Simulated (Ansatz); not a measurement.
Run on HfC (rocksalt type): DFT, PBE, PAW with Ansatz's default frozen-core files, scalar-relativistic (Ansatz 0.2.0). This run: cell relaxed at zero pressure.

The start is a guessed cell of a prototype that needn't be stable.

Command: `ansatz run input.yaml --threads 1 --pin off --max-ram 3584MiB --backend cpu --events-out ev --progress --plain --runs-dir out` It took 14 s on 1 thread of Intel(R) Xeon(R) 6975P-C (Granite Rapids) (shared host), peak memory 0.39 GiB.

```yaml
crystal:
  lattice:
    - [0.0, 2.1586006647, 2.1586006647]
    - [2.1586006647, 0.0, 2.1586006647]
    - [2.1586006647, 2.1586006647, 0.0]
  atoms:
    - { symbol: Hf, position: [0.0, 0.0, 0.0] }
    - { symbol: C, position: [0.5, 0.5, 0.5] }
kpoints:
  mp_grid: { grid: [16, 16, 16] }
scf:
  occupations: { method: fermi_dirac, width: 0.1 }
hamiltonian:
  xc: pbe
  pseudopotentials: { kind: paw }
output:
  forces: true
  stress: true
relax:
  f_tol: 0.005
  max_steps: 40
  cell: {}
```

Output:

```
Engine: ansatz 0.2.0
Pseudopotentials: kind: paw
Pseudopotential: Hf, paw, valence charge 26, recommended cutoff 420 eV (normal), Hf.paw.azcp
Pseudopotential: C, paw, valence charge 4, recommended cutoff 420 eV (normal), C.paw.azcp
Functional definition: PBE
  parameter kappa = 0.804
  parameter beta = 0.06672455060314922
  exchange = pbe_x(kappa = kappa, mu = beta*pi^2/3)
  correlation = pbe_c(beta = beta)
Crystal: 2 atoms, lattice volume = 20.116 Å³
Basis set: ecut = 420 eV, 411 PW (Γ), exchange–correlation on 48×48×48 points (8 copies of the dense FFT grid, shifted against one another)
Bands: 19, of which v1, the nominal top of the filled ones, is band 15 counted from 1 (14 counted from 0)
Symmetry: 48 space group operations
Space group: Fm-3m (ITA 225), of the structure as read, at distance tolerance 2.7e-5 Å
k-points: 145 of 4096
Non-local potential: Hf, projectors of the file, l = 0: 3, l = 1: 2, l = 2: 2, l = 3: 3
Non-local potential: C, projectors of the file, l = 0: 2, l = 1: 2, l = 2: 1
PAW form: soft (Blöchl's): semilocal exchange-correlation on the pseudo side does not see the compensation charge
PAW one-centre angular grid: Hf, 590 points (default); XC on 64 Gauss nodes
PAW one-centre angular grid: C, 110 points (default); XC on 64 Gauss nodes
Initial density: superposition of atomic densities (neutral atoms: chi_scale 0, normalization atom), corrected by the library's trained network
Initial wavefunctions: pseudopotential atomic-orbital guess
Functional: x = pbe(κ = 0.804, μ = 0.2195149727645171), c = pbe(β = 0.06672455060314922)
SCF iter   1: F=—  HF=-15973.084871 eV  |F-HF|=—  |Δ(HF+E_count)|=         —  Δρ=1.57e-3  dr2=2.40e-4  ethr=1.77e-3  ⟨swp⟩=5.2  Hψ=12615  notcnv=0
preconditioner: auto → Kerker (q_TF=auto, 2.916 Å⁻¹)  [metal: Δε(μ)=0.123 eV  Ē_g=18.885 eV  σ=0.100 eV  W_gap=0.29  n_scr=14 (ndim 8)  ℏωp=43.8 eV  f_vac=0.000  D(μ)=0.26/eV (n_scr^D=0)]
SCF iter   2: F=—  HF=-15973.085357 eV  |F-HF|=—  |Δ(HF+E_count)|=   4.86e-4  Δρ=8.33e-4  dr2=5.69e-5  ethr=8.01e-7  ⟨swp⟩=2.1  Hψ=6059  notcnv=0
SCF iter   3: F=—  HF=-15973.085363 eV  |F-HF|=—  |Δ(HF+E_count)|=   5.93e-6  Δρ=4.43e-4  dr2=2.20e-5  ethr=1.90e-7  ⟨swp⟩=2.0  Hψ=4629  notcnv=0
SCF iter   4: F=—  HF=-15973.085374 eV  |F-HF|=—  |Δ(HF+E_count)|=   1.12e-5  Δρ=9.56e-5  dr2=1.61e-6  ethr=7.33e-8  ⟨swp⟩=2.0  Hψ=4789  notcnv=0
SCF iter   5: F=—  HF=-15973.085374 eV  |F-HF|=—  |Δ(HF+E_count)|=   4.63e-7  Δρ=2.62e-5  dr2=4.37e-8  ethr=5.38e-9  ⟨swp⟩=2.0  Hψ=4913  notcnv=0
SCF iter   6: F=-15973.085375 eV  HF=-15973.085375 eV  |F-HF|=1.02e-8  |Δ(HF+E_count)|=   1.64e-7  Δρ=1.44e-5  dr2=1.70e-8  ethr=1.46e-10  ⟨swp⟩=4.3  Hψ=9532  notcnv=0
SCF 1 converged in 6 iterations: F = -15973.085375 eV  dr2 = 1.70e-8
  greatest PAW one-centre occupation: 0.998 electrons in one spin orbital (limit 2), on the Hf atom at site 0 (counted from 0), in its partial waves of l = 0
relax step   1: F+E_penalty+E_count = -15973.08537459 eV  Δ(F+E_penalty+E_count) = +0.000e0 eV  max|allowed force component| = 3.238e-30 eV/Å  Δτ_max = 0.0000 Å  P = +80.937 GPa  Ω = 20.116 Å³  (6 SCF iters, dr2 threshold 1.00e-7 eV, accepted)
Crystal: 2 atoms, lattice volume = 23.204 Å³
Basis set: ecut = 420 eV, 459 PW (Γ), exchange–correlation on 48×48×48 points (8 copies of the dense FFT grid, shifted against one another)
Initial density: handed on by an earlier stage of this run
Initial wavefunctions: those handed on with the density
iter 1 solved again at ethr=5.80e-4 eV; its pass at ethr=3.10e-3 eV (dr2=1.74e-1 eV) is discarded
SCF iter   1: F=—  HF=-15974.049901 eV  |F-HF|=—  |Δ(HF+E_count)|=         —  Δρ=2.51e-2  dr2=1.76e-1  ethr=5.80e-4  ⟨swp⟩=1.8  Hψ=17832  notcnv=0
preconditioner: auto → Kerker (q_TF=auto, 2.848 Å⁻¹)  [metal: Δε(μ)=0.055 eV  Ē_g=18.543 eV  σ=0.100 eV  W_gap=0.14  n_scr=14 (ndim 8)  ℏωp=40.8 eV  f_vac=0.000  D(μ)=0.31/eV (n_scr^D=0)]
SCF iter   2: F=—  HF=-15974.010025 eV  |F-HF|=—  |Δ(HF+E_count)|=   3.99e-2  Δρ=7.96e-3  dr2=1.73e-2  ethr=5.80e-4  ⟨swp⟩=2.1  Hψ=4287  notcnv=0
SCF iter   3: F=—  HF=-15974.006923 eV  |F-HF|=—  |Δ(HF+E_count)|=   3.10e-3  Δρ=2.09e-3  dr2=8.62e-4  ethr=5.75e-5  ⟨swp⟩=2.0  Hψ=4463  notcnv=0
SCF iter   4: F=—  HF=-15974.006812 eV  |F-HF|=—  |Δ(HF+E_count)|=   1.11e-4  Δρ=1.80e-3  dr2=7.43e-4  ethr=2.87e-6  ⟨swp⟩=2.0  Hψ=4917  notcnv=0
SCF iter   5: F=—  HF=-15974.006688 eV  |F-HF|=—  |Δ(HF+E_count)|=   1.24e-4  Δρ=4.25e-4  dr2=3.08e-5  ethr=2.48e-6  ⟨swp⟩=2.1  Hψ=4922  notcnv=0
SCF iter   6: F=—  HF=-15974.006769 eV  |F-HF|=—  |Δ(HF+E_count)|=   8.10e-5  Δρ=2.15e-4  dr2=9.13e-6  ethr=1.03e-7  ⟨swp⟩=2.0  Hψ=4840  notcnv=0
SCF iter   7: F=—  HF=-15974.006775 eV  |F-HF|=—  |Δ(HF+E_count)|=   6.25e-6  Δρ=6.82e-5  dr2=6.85e-7  ethr=3.04e-8  ⟨swp⟩=2.0  Hψ=4931  notcnv=0
SCF iter   8: F=-15974.006775 eV  HF=-15974.006775 eV  |F-HF|=4.31e-9  |Δ(HF+E_count)|=   7.40e-8  Δρ=6.39e-6  dr2=6.14e-9  ethr=6.67e-10  ⟨swp⟩=4.9  Hψ=11154  notcnv=0
SCF 2 converged in 8 iterations: F = -15974.006775 eV  dr2 = 6.14e-9
relax step   2: F+E_penalty+E_count = -15974.00677519 eV  Δ(F+E_penalty+E_count) = -9.214e-1 eV  max|allowed force component| = 1.479e-30 eV/Å  Δτ_max = 0.0000 Å  P = +21.665 GPa  Ω = 23.204 Å³  energy of the carried Pulay correction = -8.177e-3 eV  (8 SCF iters, dr2 threshold 2.00e-7 eV, accepted)
Crystal: 2 atoms, lattice volume = 24.581 Å³
Basis set: ecut = 420 eV, 531 PW (Γ), exchange–correlation on 48×48×48 points (8 copies of the dense FFT grid, shifted against one another)
iter 1 solved again at ethr=7.99e-5 eV; its pass at ethr=3.10e-3 eV (dr2=2.40e-2 eV) is discarded
SCF iter   1: F=—  HF=-15974.120263 eV  |F-HF|=—  |Δ(HF+E_count)|=         —  Δρ=9.05e-3  dr2=2.46e-2  ethr=7.99e-5  ⟨swp⟩=2.0  Hψ=17202  notcnv=0
preconditioner: auto → Kerker (q_TF=auto, 2.820 Å⁻¹)  [metal: Δε(μ)=0.014 eV  Ē_g=18.268 eV  σ=0.100 eV  W_gap=0.03  n_scr=14 (ndim 8)  ℏωp=39.6 eV  f_vac=0.000  D(μ)=0.31/eV (n_scr^D=0)]
SCF iter   2: F=—  HF=-15974.114879 eV  |F-HF|=—  |Δ(HF+E_count)|=   5.38e-3  Δρ=2.72e-3  dr2=2.13e-3  ethr=7.99e-5  ⟨swp⟩=2.0  Hψ=3528  notcnv=0
SCF iter   3: F=—  HF=-15974.114497 eV  |F-HF|=—  |Δ(HF+E_count)|=   3.82e-4  Δρ=9.18e-4  dr2=1.65e-4  ethr=7.11e-6  ⟨swp⟩=2.0  Hψ=4650  notcnv=0
[... lines left out ...]
SCF iter   3: F=—  HF=-15974.146238 eV  |F-HF|=—  |Δ(HF+E_count)|=   1.46e-6  Δρ=5.37e-5  dr2=6.64e-7  ethr=2.96e-8  ⟨swp⟩=2.0  Hψ=4367  notcnv=0
SCF iter   4: F=—  HF=-15974.146238 eV  |F-HF|=—  |Δ(HF+E_count)|=   4.31e-9  Δρ=4.04e-5  dr2=4.42e-7  ethr=6.67e-10  ⟨swp⟩=5.1  Hψ=11186  notcnv=0
SCF iter   5: F=-15974.146238 eV  HF=-15974.146238 eV  |F-HF|=1.42e-9  |Δ(HF+E_count)|=   1.00e-7  Δρ=9.46e-6  dr2=2.52e-8  ethr=6.67e-10  ⟨swp⟩=3.1  Hψ=11700  notcnv=0
SCF 7 converged in 5 iterations: F = -15974.146238 eV  dr2 = 2.52e-8
relax step   7: F+E_penalty+E_count = -15974.14623770 eV  Δ(F+E_penalty+E_count) = -1.547e-4 eV  max|allowed force component| = 6.574e-31 eV/Å  Δτ_max = 0.0000 Å  P = +0.037 GPa  Ω = 25.155 Å³  energy of the carried Pulay correction = -1.491e-4 eV  (5 SCF iters, dr2 threshold 2.00e-7 eV, accepted)
iter 1 solved again at ethr=5.63e-9 eV; its pass at ethr=3.10e-3 eV (dr2=1.69e-6 eV) is discarded
SCF iter   1: F=—  HF=-15974.146394 eV  |F-HF|=—  |Δ(HF+E_count)|=         —  Δρ=1.67e-5  dr2=2.96e-8  ethr=5.63e-9  ⟨swp⟩=4.2  Hψ=21347  notcnv=0
preconditioner: auto → Kerker (q_TF=auto, 2.810 Å⁻¹)  [metal: Δε(μ)=0.016 eV  Ē_g=18.155 eV  σ=0.100 eV  W_gap=0.04  n_scr=14 (ndim 8)  ℏωp=39.2 eV  f_vac=0.000  D(μ)=0.30/eV (n_scr^D=0)]
SCF iter   2: F=—  HF=-15974.146392 eV  |F-HF|=—  |Δ(HF+E_count)|=   1.85e-6  Δρ=1.10e-5  dr2=1.40e-8  ethr=9.88e-11  ⟨swp⟩=2.2  Hψ=5060  notcnv=0
SCF iter   3: F=—  HF=-15974.146392 eV  |F-HF|=—  |Δ(HF+E_count)|=   8.26e-9  Δρ=6.04e-6  dr2=5.18e-9  ethr=4.68e-11  ⟨swp⟩=2.0  Hψ=3819  notcnv=0
SCF iter   4: F=—  HF=-15974.146392 eV  |F-HF|=—  |Δ(HF+E_count)|=   2.43e-9  Δρ=1.23e-6  dr2=1.42e-10  ethr=1.73e-11  ⟨swp⟩=2.1  Hψ=4946  notcnv=0
SCF iter   5: F=—  HF=-15974.146392 eV  |F-HF|=—  |Δ(HF+E_count)|=  1.80e-10  Δρ=4.10e-7  dr2=3.28e-11  ethr=1.00e-12  ⟨swp⟩=2.2  Hψ=4751  notcnv=0
SCF iter   6: F=-15974.146392 eV  HF=-15974.146392 eV  |F-HF|=7.28e-12  |Δ(HF+E_count)|=  1.46e-11  Δρ=1.36e-7  dr2=4.82e-12  ethr=1.00e-12  ⟨swp⟩=6.3  Hψ=13838  notcnv=0
SCF 8 converged in 6 iterations: F = -15974.146392 eV  dr2 = 4.82e-12
relax step   8: F+E_penalty+E_count = -15974.14639178 eV  Δ(F+E_penalty+E_count) = -1.541e-4 eV  max|allowed force component| = 1.818e-30 eV/Å  Δτ_max = 0.0000 Å  P = +0.038 GPa  Ω = 25.155 Å³  stress off target by 3.76e-2 GPa  SCF on the basis re-selected at this cell (its energy is not comparable with the rows above)  (6 SCF iters)
basis re-selected at this cell: Δ(F+E_penalty+E_count) = -1.541e-4 eV, ΔP = +0.001 GPa vs the last step (what re-selecting the basis moved, of the pressure what is left beyond the Pulay correction that the steps carried, after the strain that the cell walked since its last selection, with what the two solves' SCF thresholds leave and, on support functions, any second-order correction that the steps lacked; it is no measure of the basis error at this ecutwfc). This SCF's stress stands 3.76e-2 GPa from its target on what of the cell is left free (relax.cell.stress_tol is 5.00e-2 GPa) and its largest allowed force component is 1.82e-30 eV/Å (relax.f_tol is 5.00e-3 eV/Å): within both
SCF converged after 6 iterations
Free energy (F): -15974.146392 eV
Harris-Foulkes:  -15974.146392 eV  (|F-HF|=7.28e-12)
Internal energy: -15974.136589 eV  (E = F + TS)
E sigma→0 (E₀):  -15974.141490 eV
Entropy (-TS):   -0.009803 eV (-4.902 meV/atom)
Fermi energy:    20.111023 eV
--- Per-component energies (eV) ---
  E_band       = 111.174880
  E_kinetic    = 511.347852
  E_local      = -4989.074675  (includes V_loc(G=0)·N_el)
  E_nonlocal   = -1216.957199
  E_hartree    = 2358.276753
  E_xc         = -348.935992
  E_vxc        = -326.973415  (∫ρ·V_xc dr)
  E_paw        = -7026.686743  (= ΣΔE_a)
  E_vpaw       = 1416.278656  (= ΣTr[D̂ρ^β])
  E_aug_tail   = 0.000006  (compensation charges beyond the density's cutoff)
  E_ewald      = -5262.106591
  E_smearing   = -0.009803  (= −TS)
  E_closure    = 0.000000  (closes the sum)
  Σ components = -15974.146392   (vs F -15974.146392, Δ=0.00e0)
--- Forces (eV/Å), atoms counted from 1 ---
  atom   1  Hf    -0.00000000     0.00000000    -0.00000000
  atom   2  C      0.00000000    -0.00000000     0.00000000
  max |Σ_I F_I| component: 2.94e-30 eV/Å
--- Stress (GPa, compression-positive) ---
        0.037593      -0.000000       0.000000
       -0.000000       0.037593       0.000000
       -0.000000      -0.000000       0.037593
  P = ⅓ Tr σ = 0.0376 GPa (0.376 kbar)
--- Relaxed structure (6 steps of the walk, 6 accepted, 2 SCFs on fresh bases) ---
  F+E_penalty+E_count = -15974.14639178 eV   max|allowed force component| = 1.818e-30 eV/Å   (the final SCF, on the basis selected at the relaxed cell)
  cell:  # Å, volume = 25.1553 Å³
    - [5.585801591061791e-33, 2.325589358968713, 2.325589358968713]
    - [2.325589358968713, -3.3502071116288525e-33, 2.325589358968713]
    - [2.325589358968713, 2.325589358968713, -6.974290470025839e-33]
  atoms:
    - { symbol: Hf, position: [-1.2546734690609446e-35, 5.1116326517377396e-36, 2.648755101350262e-35] }
    - { symbol: C, position: [0.5, 0.5, 0.5] }
```

Next run (volume at 0.86 of the series' base cell, to set the pressure), as changes to the input before:

```diff
   lattice:
-    - [0.0, 2.1586006647, 2.1586006647]
-    - [2.1586006647, 0.0, 2.1586006647]
-    - [2.1586006647, 2.1586006647, 0.0]
+    - [0.0, 2.2115623204, 2.2115623204]
+    - [2.2115623204, 0.0, 2.2115623204]
+    - [2.2115623204, 2.2115623204, 0.0]
   atoms:
   stress: true
-relax:
-  f_tol: 0.005
-  max_steps: 40
-  cell: {}
+  eigenvalues: true
```

Results part of the output:

```
SCF 1 converged in 6 iterations: F = -15973.685057 eV  dr2 = 2.62e-9
  greatest PAW one-centre occupation: 0.998 electrons in one spin orbital (limit 2), on the Hf atom at site 0 (counted from 0), in its partial waves of l = 0
SCF converged after 6 iterations
Free energy (F): -15973.685057 eV
Harris-Foulkes:  -15973.685057 eV  (|F-HF|=2.46e-9)
Internal energy: -15973.675831 eV  (E = F + TS)
E sigma→0 (E₀):  -15973.680444 eV
Entropy (-TS):   -0.009226 eV (-4.613 meV/atom)
Fermi energy:    23.653427 eV
--- Per-component energies (eV) ---
  E_band       = 226.919633
  E_kinetic    = 524.391205
  E_local      = -4573.935405  (includes V_loc(G=0)·N_el)
  E_nonlocal   = -1214.845322
  E_hartree    = 2207.099897
  E_xc         = -353.116678
  E_vxc        = -332.483015  (∫ρ·V_xc dr)
  E_paw        = -7029.851379  (= ΣΔE_a)
  E_vpaw       = 1409.589000  (= ΣTr[D̂ρ^β])
  E_aug_tail   = 0.000006  (compensation charges beyond the density's cutoff)
  E_ewald      = -5533.418155
  E_smearing   = -0.009226  (= −TS)
  E_closure    = 0.000000  (closes the sum)
  Σ components = -15973.685057   (vs F -15973.685057, Δ=0.00e0)
--- Forces (eV/Å), atoms counted from 1 ---
  atom   1  Hf     0.00000000    -0.00000000    -0.00000000
  atom   2  C      0.00000000    -0.00000000     0.00000000
  max |Σ_I F_I| component: 6.31e-30 eV/Å
--- Stress (GPa, compression-positive) ---
       47.448637       0.000000      -0.000000
        0.000000      47.448637       0.000000
        0.000000      -0.000000      47.448637
  P = ⅓ Tr σ = 47.4486 GPa (474.486 kbar)
--- Band table (eV; the first three rows and the last of 145) ---
  k-point 0: bands = ["-36.9294", "-5.3259", "-5.3259", "-5.3259", "10.5415", "13.1356", "13.1356", "13.1356", "13.1504", "13.2863", "13.2863", "13.2863", "24.7969", "24.7969", "24.7969", "24.9781", "24.9781", "24.9781", "27.4216"]
  k-point 1: bands = ["-36.9262", "-5.3753", "-5.3301", "-5.3301", "10.6653", "13.1360", "13.1394", "13.1394", "13.1528", "13.2827", "13.2827", "13.2865", "23.8819", "24.1514", "24.1514", "25.2649", "25.2649", "25.6524", "28.0211"]
  k-point 2: bands = ["-36.9172", "-5.5132", "-5.3420", "-5.3420", "11.0217", "13.1389", "13.1506", "13.1506", "13.1603", "13.2727", "13.2727", "13.2869", "22.7380", "23.2092", "23.2092", "25.6563", "25.6563", "26.1731", "29.2832"]
  k-point 144: bands = ["-36.8178", "-6.0361", "-6.0361", "-5.7467", "12.9071", "13.1833", "13.2012", "13.2012", "13.2373", "13.2373", "13.2487", "13.8179", "20.2596", "20.8028", "20.8028", "27.7279", "27.7279", "31.5807", "32.1611"]
```

Next run (rocksalt relaxed under pressure), as changes to the input before:

```diff
   eigenvalues: true
+relax:
+  f_tol: 0.005
+  max_steps: 40
+  cell: { p_target: 47.0, stress_tol: 0.03 }
```

Results part of the output:

```
basis re-selected at this cell: Δ(F+E_penalty+E_count) = -5.399e-5 eV, ΔP = +0.003 GPa vs the last step (what re-selecting the basis moved, of the pressure what is left beyond the Pulay correction that the steps carried, after the strain that the cell walked since its last selection, with what the two solves' SCF thresholds leave and, on support functions, any second-order correction that the steps lacked; it is no measure of the basis error at this ecutwfc). This SCF's stress stands 2.04e-3 GPa from its target on what of the cell is left free (relax.cell.stress_tol is 3.00e-2 GPa) and its largest allowed force component is 2.50e-30 eV/Å (relax.f_tol is 5.00e-3 eV/Å): within both
SCF converged after 6 iterations
Free energy (F): -15973.692073 eV
Harris-Foulkes:  -15973.692073 eV  (|F-HF|=1.09e-11)
Internal energy: -15973.682837 eV  (E = F + TS)
E sigma→0 (E₀):  -15973.687455 eV
Entropy (-TS):   -0.009236 eV (-4.618 meV/atom)
Fermi energy:    23.625598 eV
--- Per-component energies (eV) ---
  E_band       = 226.027292
  E_kinetic    = 524.286399
  E_local      = -4577.016712  (includes V_loc(G=0)·N_el)
  E_nonlocal   = -1214.864955
  E_hartree    = 2208.209416
  E_xc         = -353.083923
  E_vxc        = -332.439913  (∫ρ·V_xc dr)
  E_paw        = -7029.823012  (= ΣΔE_a)
  E_vpaw       = 1409.643722  (= ΣTr[D̂ρ^β])
  E_aug_tail   = 0.000006  (compensation charges beyond the density's cutoff)
  E_ewald      = -5531.390056
  E_smearing   = -0.009236  (= −TS)
  E_closure    = -0.000000  (closes the sum)
  Σ components = -15973.692073   (vs F -15973.692073, Δ=0.00e0)
--- Forces (eV/Å), atoms counted from 1 ---
  atom   1  Hf    -0.00000000     0.00000000     0.00000000
  atom   2  C      0.00000000    -0.00000000     0.00000000
  max |Σ_I F_I| component: 3.94e-30 eV/Å
--- Stress (GPa, compression-positive) ---
       47.002038      -0.000000      -0.000000
       -0.000000      47.002038      -0.000000
       -0.000000      -0.000000      47.002038
  P = ⅓ Tr σ = 47.0020 GPa (470.020 kbar)
--- Band table (eV; the first three rows and the last of 145) ---
  k-point 0: bands = ["-36.9606", "-5.3578", "-5.3578", "-5.3578", "10.5196", "13.1041", "13.1041", "13.1041", "13.1186", "13.2542", "13.2542", "13.2542", "24.7685", "24.7685", "24.7685", "24.9511", "24.9511", "24.9511", "27.3912"]
  k-point 1: bands = ["-36.9575", "-5.4070", "-5.3620", "-5.3620", "10.6431", "13.1045", "13.1079", "13.1079", "13.1211", "13.2506", "13.2506", "13.2543", "23.8548", "24.1240", "24.1240", "25.2374", "25.2374", "25.6241", "27.9899"]
  k-point 2: bands = ["-36.9485", "-5.5444", "-5.3739", "-5.3739", "10.9988", "13.1074", "13.1190", "13.1190", "13.1285", "13.2406", "13.2406", "13.2547", "22.7114", "23.1828", "23.1828", "25.6284", "25.6284", "26.1441", "29.2504"]
  k-point 144: bands = ["-36.8497", "-6.0654", "-6.0654", "-5.7770", "12.8789", "13.1515", "13.1693", "13.1693", "13.2053", "13.2053", "13.2165", "13.7901", "20.2352", "20.7757", "20.7757", "27.6973", "27.6973", "31.5439", "32.1221"]
--- Relaxed structure (3 steps of the walk, 3 accepted, 1 SCFs on fresh bases) ---
  F+E_penalty+E_count = -15973.69207324 eV   max|allowed force component| = 2.498e-30 eV/Å   (the final SCF, on the basis selected at the relaxed cell)
  cell:  # Å, volume = 21.6573 Å³
    - [-8.6621324559225e-34, 2.2123731956515007, 2.2123731956515007]
    - [2.2123731956515007, -1.6305190505265886e-33, 2.2123731956515007]
    - [2.2123731956515007, 2.2123731956515007, -4.58583482960603e-34]
  atoms:
    - { symbol: Hf, position: [4.110437930005207e-37, -4.393916407940468e-37, -5.8113087975907315e-37] }
    - { symbol: C, position: [0.5, 0.5, 0.5] }
```

Spin–orbit coupling is left out, which matters for the heavy atoms.
